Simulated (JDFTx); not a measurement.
An input for JDFTx (a modified build) (hexachlorodisilane, Si2Cl6 (SMILES Cl[Si](Cl)(Cl)[Si](Cl)(Cl)Cl), charge 0, multiplicity 1, linear PCM (GLSSA13), ethylene carbonate, 0.5 M KF; bohr, hartree) and the course of its log:

```
lattice \
  21.7318504332 0.0000000000 0.0000000000 \
  0.0000000000 20.7869873709 0.0000000000 \
  0.0000000000 0.0000000000 21.2594189020
coords-type Cartesian
ion Cl -3.5552879507 3.2901367025 1.3918367751 0
ion Si -2.2105163249 0.0036201575 0.0012574514 0
ion Cl -3.5550881392 -0.4354587377 -3.5402872225 0
ion Cl -3.5552222178 -2.8440091957 2.1520626416 0
ion Si 2.2103098453 0.0035991929 0.0012130822 0
ion Cl 3.5552879507 2.8398469161 -2.1644559735 0
ion Cl 3.5552314263 0.4610535476 3.5402872225 0
ion Cl 3.5552851008 -3.2901367025 -1.3719770321 0
ion-species pseudo/cl_pbe_v1.4.upf
ion-species pseudo/si_pbe_v1.upf
elec-cutoff 20 100
elec-ex-corr gga-PBE
symmetries none
elec-n-bands 25
electronic-minimize nIterations 150 energyDiffThreshold 1e-7
fluid LinearPCM
pcm-variant GLSSA13
fluid-solvent EC
fluid-cation K+ 0.5
fluid-anion F- 0.5
fluid-minimize nIterations 400 knormThreshold 1e-11
wavefunction read s3.wfns
dump-name s5.$VAR
dump End State Ecomponents EigStats BandEigs Forces ElecDensity IonicPositions FluidDebug
```

```
[one cycle in 7 is shown, and the last three; fluid-solver lines are left out]
ElecMinimize: Iter:   0  Etot: -98.450254840552475  |grad|_K:  8.163e-05  alpha:  1.000e+00
ElecMinimize: Iter:   7  Etot: -98.534564793288382  |grad|_K:  3.501e-04  alpha:  8.510e-02  linmin: -9.024e-02
ElecMinimize: Iter:  14  Etot: -98.549281540606728  |grad|_K:  6.663e-04  alpha:  1.613e-03  linmin: -2.312e-03
ElecMinimize: Iter:  21  Etot: -98.552672331080771  |grad|_K:  7.782e-04  alpha:  6.834e-04  linmin:  1.298e-04
ElecMinimize: Iter:  28  Etot: -98.555455851564474  |grad|_K:  8.692e-04  alpha:  5.458e-04  linmin:  7.968e-05
ElecMinimize: Iter:  35  Etot: -98.559066659748794  |grad|_K:  9.633e-04  alpha:  6.545e-04  linmin: -3.656e-05
ElecMinimize: Iter:  42  Etot: -98.562784776350085  |grad|_K:  1.060e-03  alpha:  4.272e-04  linmin:  8.853e-05
ElecMinimize: Iter:  49  Etot: -98.566193327430369  |grad|_K:  1.143e-03  alpha:  3.898e-04  linmin:  5.806e-05
ElecMinimize: Iter:  56  Etot: -98.569792245946104  |grad|_K:  1.199e-03  alpha:  3.434e-04  linmin:  7.111e-05
ElecMinimize: Iter:  63  Etot: -98.573029657486387  |grad|_K:  1.231e-03  alpha:  2.868e-04  linmin:  5.843e-05
ElecMinimize: Iter:  70  Etot: -98.576018056104857  |grad|_K:  1.250e-03  alpha:  2.658e-04  linmin:  7.709e-05
ElecMinimize: Iter:  77  Etot: -98.578942642490517  |grad|_K:  1.269e-03  alpha:  2.556e-04  linmin:  7.757e-05
ElecMinimize: Iter:  84  Etot: -98.581913330943408  |grad|_K:  1.296e-03  alpha:  2.538e-04  linmin: -1.035e-05
ElecMinimize: Iter:  91  Etot: -98.585135910621716  |grad|_K:  1.329e-03  alpha:  2.686e-04  linmin: -2.800e-05
ElecMinimize: Iter:  98  Etot: -98.588679215871935  |grad|_K:  1.365e-03  alpha:  2.724e-04  linmin:  3.649e-05
ElecMinimize: Iter: 105  Etot: -98.592157288343884  |grad|_K:  1.397e-03  alpha:  2.416e-04  linmin:  4.969e-05
ElecMinimize: Iter: 112  Etot: -98.595288300553136  |grad|_K:  1.413e-03  alpha:  2.098e-04  linmin:  5.644e-05
ElecMinimize: Iter: 119  Etot: -98.598130775779566  |grad|_K:  1.417e-03  alpha:  1.921e-04  linmin:  3.976e-05
ElecMinimize: Iter: 126  Etot: -98.600828384296307  |grad|_K:  1.413e-03  alpha:  1.867e-04  linmin:  1.842e-05
ElecMinimize: Iter: 133  Etot: -98.603495284671482  |grad|_K:  1.405e-03  alpha:  1.882e-04  linmin:  2.964e-06
ElecMinimize: Iter: 140  Etot: -98.606143834372986  |grad|_K:  1.395e-03  alpha:  1.885e-04  linmin: -3.579e-06
ElecMinimize: Iter: 147  Etot: -98.608782938455846  |grad|_K:  1.380e-03  alpha:  1.925e-04  linmin: -1.015e-05
ElecMinimize: Iter: 148  Etot: -98.609158070430709  |grad|_K:  1.378e-03  alpha:  1.920e-04  linmin: -1.609e-05
ElecMinimize: Iter: 149  Etot: -98.609535440293740  |grad|_K:  1.375e-03  alpha:  1.938e-04  linmin: -7.540e-06
ElecMinimize: Iter: 150  Etot: -98.609910938328028  |grad|_K:  1.372e-03  alpha:  1.937e-04  linmin: -1.809e-05
ElecMinimize: None of the convergence criteria satisfied after 150 iterations.
IonicMinimize: Iter:   0  Etot: -98.609910938328028  |grad|_K:  0.000e+00
IonicMinimize: Converged (|grad|_K<1.000000e-04).
```

This run gave no converged result. The electronic loop ended without meeting its threshold, so the last energy, chemical potential and forces aren't results.
